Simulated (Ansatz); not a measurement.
# La₂Co₂Se₂O₃: does the functional change the magnetic order?

```
La Co Se O
1.0
    -2.03048    2.03048    9.19215
     2.03048   -2.03048    9.19215
     2.03048    2.03048   -9.19215
La Co Se O
2 2 2 3
Cartesian
  0.0000 0.0000 12.5646
  0.0000 0.0000 5.8197
  2.0305 0.0000 0.0000
  0.0000 2.0305 0.0000
  0.0000 0.0000 1.7494
  0.0000 0.0000 16.6349
  2.0305 0.0000 4.5961
  0.0000 2.0305 4.5961
  0.0000 0.0000 9.1921
```

The same starts (parallel, antiparallel patterns that fit this cell, and no moments) were run with plane-wave PAW DFT (Ansatz 0.2.0; atoms fixed, collinear spin, no spin-orbit coupling; 7×7×7 Γ-centred mesh, fermi-dirac occupations of width 0.050 eV) at these levels: r2SCAN, 500 eV; r2SCAN with U_eff = 3.0 eV on Co d (all-electron-ortho-atomic projectors), 500 eV.

Problem. Which order does each level favour, and how strongly?

Solution. The runs give, at zero smearing:

| level | lowest state | mean moment on Co (μB) | parallel less best compensated antiparallel (meV per Co) | gain over no moments (meV per Co) |
| --- | --- | --- | --- | --- |
| r2SCAN | antiparallel, compensated | 2.39 | +39 | 991 |
| r2SCAN + U | antiparallel, compensated | 2.50 | +119 | 1834 |

Site moments are taken in small spheres that don't touch (radius about 0.4 of the atom's shortest bond), so those of the magnetic atoms read low. Both levels favour antiparallel moments: the difference runs from +39 to +119 meV per Co.

The cell is that of a Crystallography Open Database entry, unchanged.

Caveats: only orders that fit this cell were tried, so the true order may need a larger cell or canted moments; atoms and cell are held at the entry's values; differences under about 5 meV per magnetic atom weren't tested against a denser mesh or another U, and are taken as unresolved; the U is a value in common use, not computed for this crystal; the state without moments isn't the paramagnet, so the last column is no ordering energy, and a U inflates it.
